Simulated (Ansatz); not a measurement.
## LaTl$_{3}$: pressure against volume, fitted

```xyz
4
Lattice="4.7990 0.0000 0.0000 0.0000 4.7990 0.0000 0.0000 0.0000 4.7990" Properties=species:S:1:pos:R:3 pbc="T T T"
La    0.0000    0.0000    0.0000
Tl    0.0000    2.3995    2.3995
Tl    2.3995    0.0000    2.3995
Tl    2.3995    2.3995    0.0000
```

Atom numbers follow the list: La1, Tl2, Tl3, Tl4.

The cell is COD entry 1538104, as deposited and not checked against the literature; nothing was relaxed.

Spin–orbit coupling is left out, though it moves levels of the heavy atoms by tenths of an eV or more.

The calculation used DFT, PBEsol, all-electron LAPW, scalar-relativistic in Ansatz 0.2.0.

The runs use a Γ-centred 8×8×8 k mesh, Fermi–Dirac smearing of 0.05 eV, basis error target 1 meV/atom, no spin polarisation.

The cell is scaled evenly. Fractional coordinates are held (clamped ions).

```
V (Å³/atom)  P (GPa)
     25.973     3.71
     26.525     2.26
     27.078     0.98
     27.354     0.40
     27.631    -0.15
     27.907    -0.67
     28.183    -1.15
     29.289    -2.82
```

Question: Fit a third-order Birch–Murnaghan curve to the pressures.

Answer: P = (3B0/2)(y^(7/2) − y^(5/2))[1 + (3/4)(B0′ − 4)(y − 1)] with y = (V0/V)^(2/3) fits within 0.01 GPa for V0 = 27.553 Å³/atom, B0 = 54.0 GPa and B0′ = 5.13.

Question: Predict the pressure at the withheld volume, 28.736 Å³/atom.

Answer: There y = 0.9724, so the fit gives -2.04 GPa; the run gave -2.04 GPa.
